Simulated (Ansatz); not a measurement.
NbN (rock salt, Fm-3m) at seven volumes, PBE (plane waves, PAW; program Ansatz), scaled uniformly. One row is withheld.

```
V (Å³/atom)  P (GPa)
-----------  -------
9.833          35.60
10.157         21.75
10.481          9.98
10.805         -0.02
11.129             ?
11.453        -15.74
11.778        -21.87
```

Task: Fit the shown pressures and predict the withheld one.

Result: P = (3/2)B₀(x^(7/2) − x^(5/2))[1 + (3/4)(B′ − 4)(x − 1)] with x = (V₀/V)^(2/3). Least squares on the six rows gives V₀ = 10.805 Å³/atom, B₀ = 307 GPa, B′ = 4.42. At V = 11.129, x = 0.9805 and P = -8.50 GPa. The run itself gave -8.52 GPa.

The PBE relaxation kept the symmetry of its start. No spin polarisation was allowed.

Potentials: the later of the program's two PAW sets.
